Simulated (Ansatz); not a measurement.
Harmonic vibrational thermodynamics of SrVO$_{3}$ (cubic perovskite, space group No. 221) at fixed volume, the program Ansatz at the PBE level (PAW). The rows extrapolate the 0 K crystal and know nothing of melting or changes of phase.

```csv
T (K),F_vib (meV/atom),S (J/K per mol of atoms),C_V (J/K per mol of atoms)
50,59.5,1.1,2.9
100,___,4.8,___
200,___,13.3,___
300,30.9,20.7,20.1
400,6.1,26.8,21.9
600,-59.4,36.0,23.5
800,-141.5,42.9,24.1
1000,-236.2,___,___
```

What belongs in the gaps?


- 1000, C_V (J/K per mol of atoms): 24.4
- 1000, S (J/K per mol of atoms): 48.3
- 100, F_vib (meV/atom): 58.0
- 100, C_V (J/K per mol of atoms): 8.4
- 200, C_V (J/K per mol of atoms): 16.2
- 200, F_vib (meV/atom): 48.6

Space group Pm-3m (cubic perovskite). Symmetry was held in the PBE relaxation; phonons on a q-mesh show no instability. The workflow began spin-polarised and lost its moments. The cell computed holds one magnetic atom, so no antiferromagnetic order was within reach. No Hubbard U is applied. Spin–orbit coupling is left out wherever it is not named.

Potentials: the later of the program's two PAW sets.
